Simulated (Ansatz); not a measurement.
NbRu in space group P2/m (No. 10; Nb on 2m, Nb on 1a, Ru on 1e, Ru on 2n), plane-wave PAW r²SCAN (Ansatz code), all energies at zero smearing, with the estimated change up to a 700 eV cutoff added, with one set of potentials and settings (totals compare only within such a set). Cell of 6 atoms (3 Nb, 3 Ru): -31364.520 eV.

```json
[
 {"element": "Nb", "reference phase": "Im-3m, 1 atoms in the cell", "E (eV/atom)": "-4563.6321"},
 {"element": "Ru", "reference phase": "P6_3/mmc, 2 atoms in the cell", "E (eV/atom)": "-5890.7039"}
]
```

Formation energy per atom, worked out: (-31364.520 − 3×(-4563.6321) − 3×(-5890.7039))/6 = -0.252 eV/atom (-24 kJ per mol of atoms), at 0 K, without zero-point energy or fitted corrections.

The start of the workflow was typed in or built on a structure type; neither database checked (COD, Materials Project) lists it. COD files the formula under space group No. 123, 221. Whether it is the stable phase at ambient conditions was not checked. The r²SCAN relaxation kept the symmetry of its start; whether a distortion lowers the energy is not shown. The run is not spin-polarised. The references are the lowest solids computed at this level, not always the standard phases.

Potentials: the later of the program's two PAW sets.
